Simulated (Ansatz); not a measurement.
AlCuGeSe$_{4}$:
```xyz
7
Lattice="-2.7814 2.7814 5.3462 2.7814 -2.7814 5.3462 2.7814 2.7814 -5.3462" Properties=species:S:1:pos:R:3 pbc="T T T"
Al     0.0000     2.7814     2.6731
Cu     0.0000     0.0000     0.0000
Ge     0.0000     0.0000     5.3462
Se     1.3695     1.4808    -1.4075
Se    -1.3006     1.4119     6.7537
Se     1.4119     1.3006     3.9386
Se     4.0820     1.3695     1.4075
```

Relaxed with HSE06. Special points in fractions of this cell's reciprocal vectors: Γ (0.000, 0.000, 0.000); X (0.000, 0.000, 0.500); P (0.250, 0.250, 0.250); N (0.000, 0.500, 0.000); M (0.500, 0.500, -0.500); S (0.318, 0.682, -0.318); S0 (-0.318, 0.318, 0.318); R (-0.135, 0.135, 0.500); G (0.500, 0.500, -0.135).

List the band energies nearest the valence-band maximum at these points for HSE06 in the plane-wave PAW code Ansatz.

In eV from the valence-band maximum; about four levels below and three above (degenerate sets whole), none deeper than 8.9 eV; points with the same levels are listed once.

```json
[
 {"k": "Γ", "below": "-1.56 -0.09 0.00 0.00", "above": "2.20 3.22 4.17"},
 {"k": "X", "below": "-0.89 -0.53 -0.33 -0.24", "above": "2.19 3.91 4.58"},
 {"k": "P", "below": "-0.93 -0.58 -0.47 -0.46", "above": "2.61 4.25 4.32"},
 {"k": "N", "below": "-1.25 -1.07 -0.82 -0.39", "above": "3.10 4.50 4.59"},
 {"k": "M", "below": "-1.57 -1.57 -0.81 -0.56 -0.56", "above": "2.21 3.22 3.22"},
 {"k": "S", "below": "-1.61 -1.16 -0.53 -0.24", "above": "2.77 3.83 4.38"},
 {"k": "R", "below": "-1.04 -0.66 -0.50 -0.31", "above": "2.43 4.15 4.95"}
]
```

Space group I-4. The first step of the workflow began from a Materials Project structure, measured or hypothetical; the Crystallography Open Database copy checked does not list it. Its standing as an ambient phase is unchecked. The cell was relaxed with HSE06 under the symmetry of its start; its stability against distortions is not shown here. No spin polarisation was allowed. The hybrid was solved on a coarse mesh, the path and, where they were found, the r²SCAN edge points; its band edges are the extreme levels among these. Scalar-relativistic: spin–orbit coupling is off unless named, which matters more the heavier the elements.

Potentials: the later of the program's two PAW sets.
